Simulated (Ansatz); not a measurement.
Geometry optimisation in Ansatz: input, command and trajectory.

```yaml
crystal:
  lattice:
    - [3.921705589, 0.0, 0.0]
    - [0.0, 3.921705589, 0.0]
    - [0.0, 0.0, 6.9017128412]
  atoms:
    - { symbol: Ta, position: [0.5, 0.0, 0.6485] }
    - { symbol: Ta, position: [0.0, 0.5, 0.3515] }
    - { symbol: Pt, position: [0.5, 0.0, 0.2055] }
    - { symbol: Pt, position: [0.0, 0.5, 0.7945] }
    - { symbol: Cl, position: [0.0, 0.0, 0.0] }
    - { symbol: Cl, position: [0.5, 0.5, 0.0] }
basis:
  ecutwfc: 420
kpoints:
  mp_grid: { grid: [4, 4, 4] }
hamiltonian:
  xc: pbe
scf:
  occupations: { method: gaussian, width: 0.1 }
  lower_state_search: "off"
output:
  forces: true
  stress: true
  eigenvalues: true
relax:
  adjacent_minimum: "off"
  f_tol: 0.04
  max_steps: 70
  cell: { stress_tol: 0.4 }
```

```bash
ansatz run input.yaml --threads 1 --pin off --max-ram 2560MiB --backend cpu --events-out ev --progress --plain --runs-dir out
```

The calculation used DFT PBE, scalar-relativistic, plane waves, PAW in Ansatz 0.2.0.

Of 16 frames 10 are shown, positions in Å and forces in eV/Å; the SCF threshold varies from step to step. Steps run on the plane waves of an earlier cell, with a Pulay correction in the pressure. The basis is chosen afresh for the last frame, the zero of the energies, and at times for earlier ones too; energy and pressure can step there, also at an unchanged geometry. Where two frames share a geometry here, they differ by under 2 meV/atom and 0.3 GPa.

```xyz
6
Lattice="3.9217 0.0000 0.0000 0.0000 3.9217 0.0000 0.0000 0.0000 6.9017" Properties=species:S:1:pos:R:3:forces:R:3 pbc="T T T" step=1 free_energy_over_end_meV_per_atom=991.22 pressure_GPa=3.65
Ta    1.9609    0.0000    4.4758    0.0000    0.0000   -2.8035
Ta    0.0000    1.9609    2.4260    0.0000    0.0000    2.8035
Pt    1.9609    0.0000    1.4183    0.0000    0.0000    5.0055
Pt    0.0000    1.9609    5.4834    0.0000    0.0000   -5.0055
Cl    0.0000    0.0000    0.0000    0.0000    0.0000    0.0000
Cl    1.9609    1.9609    0.0000    0.0000    0.0000    0.0000
6
Lattice="3.9221 0.0000 0.0000 0.0000 3.9221 0.0000 0.0000 0.0000 7.1483" Properties=species:S:1:pos:R:3:forces:R:3 pbc="T T T" step=3 free_energy_over_end_meV_per_atom=513.86 pressure_GPa=3.23
Ta    1.9610    0.0000    4.2490    0.0000    0.0000    0.8401
Ta    0.0000    1.9610    2.8993    0.0000    0.0000   -0.8401
Pt    1.9610    0.0000    1.7880    0.0000    0.0000    0.4538
Pt    0.0000    1.9610    5.3602    0.0000    0.0000   -0.4538
Cl    0.0000    0.0000    0.0000    0.0000    0.0000    0.0000
Cl    1.9610    1.9610    0.0000    0.0000    0.0000    0.0000
6
Lattice="3.9159 0.0000 0.0000 0.0000 3.9159 0.0000 0.0000 0.0000 7.3539" Properties=species:S:1:pos:R:3:forces:R:3 pbc="T T T" step=4 free_energy_over_end_meV_per_atom=476.48 pressure_GPa=-1.01
Ta    1.9579    0.0000    4.5006    0.0000    0.0000   -0.3406
Ta    0.0000    1.9579    2.8533    0.0000    0.0000    0.3406
Pt    1.9579    0.0000    1.9926    0.0000    0.0000    0.7824
Pt    0.0000    1.9579    5.3613    0.0000    0.0000   -0.7824
Cl    0.0000    0.0000    0.0000    0.0000    0.0000    0.0000
Cl    1.9579    1.9579    0.0000    0.0000    0.0000    0.0000
6
Lattice="4.0068 0.0000 0.0000 0.0000 4.0068 0.0000 0.0000 0.0000 7.1254" Properties=species:S:1:pos:R:3:forces:R:3 pbc="T T T" step=6 free_energy_over_end_meV_per_atom=283.69 pressure_GPa=0.28
Ta    2.0034    0.0000    4.6723    0.0000    0.0000    1.6914
Ta    0.0000    2.0034    2.4531    0.0000    0.0000   -1.6914
Pt    2.0034    0.0000    2.3225    0.0000    0.0000   -0.5763
Pt    0.0000    2.0034    4.8029    0.0000    0.0000    0.5763
Cl    0.0000    0.0000    0.0000    0.0000    0.0000    0.0000
Cl    2.0034    2.0034    0.0000    0.0000    0.0000    0.0000
6
Lattice="4.0032 0.0000 0.0000 0.0000 4.0032 0.0000 0.0000 0.0000 6.7408" Properties=species:S:1:pos:R:3:forces:R:3 pbc="T T T" step=8 free_energy_over_end_meV_per_atom=120.44 pressure_GPa=0.61
Ta    2.0016    0.0000    4.8017    0.0000    0.0000    0.5020
Ta    0.0000    2.0016    1.9391    0.0000    0.0000   -0.5020
Pt    2.0016    0.0000    2.3823    0.0000    0.0000    0.2249
Pt    0.0000    2.0016    4.3585    0.0000    0.0000   -0.2249
Cl    0.0000    0.0000    0.0000    0.0000    0.0000    0.0000
Cl    2.0016    2.0016    0.0000    0.0000    0.0000    0.0000
6
Lattice="3.9048 0.0000 0.0000 0.0000 3.9048 0.0000 0.0000 0.0000 6.8442" Properties=species:S:1:pos:R:3:forces:R:3 pbc="T T T" step=9 free_energy_over_end_meV_per_atom=72.06 pressure_GPa=1.65
Ta    1.9524    0.0000    5.0500    0.0000    0.0000    0.4914
Ta    0.0000    1.9524    1.7942    0.0000    0.0000   -0.4914
Pt    1.9524    0.0000    2.5694    0.0000    0.0000    0.2272
Pt    0.0000    1.9524    4.2748    0.0000    0.0000   -0.2272
Cl    0.0000    0.0000    0.0000    0.0000    0.0000    0.0000
Cl    1.9524    1.9524    0.0000    0.0000    0.0000    0.0000
6
Lattice="3.7151 0.0000 0.0000 0.0000 3.7151 0.0000 0.0000 0.0000 7.3446" Properties=species:S:1:pos:R:3:forces:R:3 pbc="T T T" step=11 free_energy_over_end_meV_per_atom=14.71 pressure_GPa=4.92
Ta    1.8576    0.0000    5.4642    0.0000    0.0000    1.1308
Ta    0.0000    1.8576    1.8804    0.0000    0.0000   -1.1308
Pt    1.8576    0.0000    2.9174    0.0000    0.0000   -0.3246
Pt    0.0000    1.8576    4.4272    0.0000    0.0000    0.3246
Cl    0.0000    0.0000    0.0000    0.0000    0.0000    0.0000
Cl    1.8576    1.8576    0.0000    0.0000    0.0000    0.0000
6
Lattice="3.7496 0.0000 0.0000 0.0000 3.7496 0.0000 0.0000 0.0000 7.3946" Properties=species:S:1:pos:R:3:forces:R:3 pbc="T T T" step=13 free_energy_over_end_meV_per_atom=2.57 pressure_GPa=-0.88
Ta    1.8748    0.0000    5.5541    0.0000    0.0000   -0.2580
Ta    0.0000    1.8748    1.8405    0.0000    0.0000    0.2580
Pt    1.8748    0.0000    2.9446    0.0000    0.0000   -0.1874
Pt    0.0000    1.8748    4.4500    0.0000    0.0000    0.1874
Cl    0.0000    0.0000    0.0000    0.0000    0.0000    0.0000
Cl    1.8748    1.8748    0.0000    0.0000    0.0000    0.0000
6
Lattice="3.7604 0.0000 0.0000 0.0000 3.7604 0.0000 0.0000 0.0000 7.3025" Properties=species:S:1:pos:R:3:forces:R:3 pbc="T T T" step=14 free_energy_over_end_meV_per_atom=0.32 pressure_GPa=0.60
Ta    1.8802    0.0000    5.4658    0.0000    0.0000    0.1710
Ta    0.0000    1.8802    1.8366    0.0000    0.0000   -0.1710
Pt    1.8802    0.0000    2.8807    0.0000    0.0000    0.0122
Pt    0.0000    1.8802    4.4218    0.0000    0.0000   -0.0122
Cl    0.0000    0.0000    0.0000    0.0000    0.0000    0.0000
Cl    1.8802    1.8802    0.0000    0.0000    0.0000    0.0000
6
Lattice="3.7609 0.0000 0.0000 0.0000 3.7609 0.0000 0.0000 0.0000 7.3194" Properties=species:S:1:pos:R:3:forces:R:3 pbc="T T T" step=16 free_energy_over_end_meV_per_atom=0.00 pressure_GPa=0.00
Ta    1.8804    0.0000    5.4858    0.0000    0.0000   -0.0024
Ta    0.0000    1.8804    1.8336    0.0000    0.0000    0.0024
Pt    1.8804    0.0000    2.8914    0.0000    0.0000    0.0001
Pt    0.0000    1.8804    4.4279    0.0000    0.0000   -0.0001
Cl    0.0000    0.0000    0.0000    0.0000    0.0000    0.0000
Cl    1.8804    1.8804    0.0000    0.0000    0.0000    0.0000
```

The start puts this composition into another compound's structure type, which needn't suit it. At the end the space group is P4/nmm (tolerance 0.05 Å).

The run took 110 s on 1 thread of Arm Neoverse V1, on a shared host, peak memory 0.41 GiB.

The k mesh is coarse. Spin–orbit coupling is left out, which can shift energies with elements as heavy as these.